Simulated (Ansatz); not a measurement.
The relaxed structure here is a generated cell of W: the first start was made by placing the elements on the sites of a structure type, and the end was not matched to a known phase here, so it may be hypothetical. Known forms of W include space group No. 229.

One starting cell of W (a generated trial cell of W in the AFLOW prototype A_oC4_63_c (A20)) was relaxed twice with Ansatz (plane waves, PAW, scalar-relativistic): with PBEsol at 420 eV and with PBE at 420 eV. The PBEsol result:

```cif
data_W4
_chemical_formula_sum 'W4'
_space_group_name_H-M_alt 'Cmcm'
_space_group_IT_number 63
_space_group_name_Hall '-C 2c 2'
_cell_length_a 2.59956
_cell_length_b 5.17135
_cell_length_c 4.76885
_cell_angle_alpha 90.000
_cell_angle_beta 90.000
_cell_angle_gamma 90.000
loop_
_atom_site_label
_atom_site_type_symbol
_atom_site_symmetry_multiplicity
_atom_site_Wyckoff_symbol
_atom_site_fract_x
_atom_site_fract_y
_atom_site_fract_z
_atom_site_occupancy
W1 W 4 c 0.00000 0.15282 0.75000 1
```
(The calculation used a cell of 2 atoms; values per cell refer to that cell.)

```json
[
 {"quantity": "space group", "PBEsol": "Cmcm", "PBE": "Cmcm"},
 {"quantity": "volume (Å³/atom)", "PBEsol": "16.03", "PBE": "?"},
 {"quantity": "a (Å)", "PBEsol": "2.600", "PBE": "?"},
 {"quantity": "b (Å)", "PBEsol": "5.171", "PBE": "?"},
 {"quantity": "c (Å)", "PBEsol": "4.769", "PBE": "?"},
 {"quantity": "gap (eV, no spin-orbit coupling)", "PBEsol": "0.00", "PBE": "?"}
]
```

Question: Fill in the PBE column.

Answer: 
- volume (Å³/atom), PBE: 16.50
- a (Å), PBE: 2.624
- b (Å), PBE: 5.214
- c (Å), PBE: 4.823
- gap (eV, no spin-orbit coupling), PBE: 0.00

Both levels end in the same structure; PBE's volume is 2.9 % larger. Neither column is exact.

No spin polarisation in the result.

The run could not lower the symmetry of its start; a shaken copy of this end point relaxes with PBEsol to Im-3m (No. 229), 0.45 eV/atom lower.

Ansatz is a quantum-chemistry and plane-wave program.
